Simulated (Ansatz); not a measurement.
GdP (rocksalt type) under strong compression

```yaml
crystal:
  lattice:
    - [0.00000, 2.82622, 2.82622]
    - [2.82622, 0.00000, 2.82622]
    - [2.82622, 2.82622, 0.00000]
  atoms:
    - { symbol: Gd, position: [0.00000, 0.00000, 0.00000] }
    - { symbol: P, position: [0.50000, 0.50000, 0.50000] }
```

The cell comes from a relaxation on PAW files under the same functional, begun from a prototype that needn't be the stable phase.

Its volume is scaled at fixed shape and fractional positions.

All numbers are PBEsol results (scalar-relativistic) from Ansatz 0.2.0, with a Γ-centred 13×13×13 k mesh, Fermi–Dirac smearing of 0.05 eV, spin-polarised from start moments Gd1 7 μB. Methods: LAPW: all electrons, basis error target 1 meV/atom; PAW: frozen-core files, cutoff 420 eV; crystal datasets: all electrons, by PAW datasets that the program makes for each cell; PAW (cutoff 600 eV): frozen-core files, cutoff 600 eV.

Energies are extrapolated to zero smearing and count from the unscaled cell; pressure is positive in compression; gaps take the mesh and a band path. No temperature or zero-point motion is included.

The open f shell is treated without a Hubbard term, so these are results of the method, and the state needn't be the lowest. Spin–orbit coupling is left out, which matters for the heavy atoms. The PAW files were made under PBE.

| V/V0 | V (Å³/atom) | P LAPW (GPa) | ΔE LAPW (eV/atom) | P PAW − LAPW (GPa) | ΔE PAW − LAPW (meV/atom) | moment (μB/cell) |
| --- | --- | --- | --- | --- | --- | --- |
| 1.00 | 22.57 | 0.00 | 0.000 | 0.01 | 0.0 | 6.98 |
| 0.90 | 20.32 | 10.89 | 0.071 | 0.02 | 0.2 | 6.95 |
| 0.80 | 18.06 | 28.6 | 0.339 | 0.03 | 0.6 | ? |
| 0.70 | 15.80 | 58.3 | 0.931 | 0.05 | 1.3 | 6.87 |
| 0.60 | 13.54 | 110.5 | 2.086 | 0.04 | 2.1 | 6.82 |
| 0.50 | 11.29 | 200.8 | 4.220 | -0.15 | 1.8 | 6.80 |
| 0.40 | 9.03 | ? | 8.073 | -0.68 | -3.0 | 6.55 |

Q: What belongs in the row "0.80", column "moment (μB/cell)"?

A: 6.92.

Q: Fill in "P LAPW (GPa)" for the row "0.40".

A: 366.9.

Q: From the table, what is the rise of the enthalpy H = E + pV up to the last row, and how stiff is the crystal between the last two rows?

A: ΔH = 8.073 eV + (366.9 GPa × 9.03 Å³ + 0.00 GPa × 22.57 Å³) × 0.006242 eV/(GPa·Å³) = 28.75 eV/atom, of which pV makes 72 %. The mean bulk modulus there is −ΔP/Δln V = 745 GPa.

Q: At the smallest volume, how far do crystal datasets and PAW (cutoff 600 eV) lie from LAPW in pressure?

A: crystal datasets: 0.00 GPa; PAW (cutoff 600 eV): -0.75 GPa, on a LAPW pressure of 366.9 GPa.

Q: How do the Löwdin populations by LAPW change from the unscaled cell to the last row?

A: Gd 5s 1.96 → 1.80, Gd 6s 0.44 → 0.40, Gd 5p 5.98 → 5.56, Gd 5d 2.15 → 4.29, Gd 4f 7.09 → 7.30, P 2s 1.99 → 1.94, P 3s 1.48 → 0.98, P 3p 3.87 → 2.57 electrons an atom. These are projections on the shells that the free atoms fill; 0.04 e a cell lies outside them at the start and 0.18 e at the end.
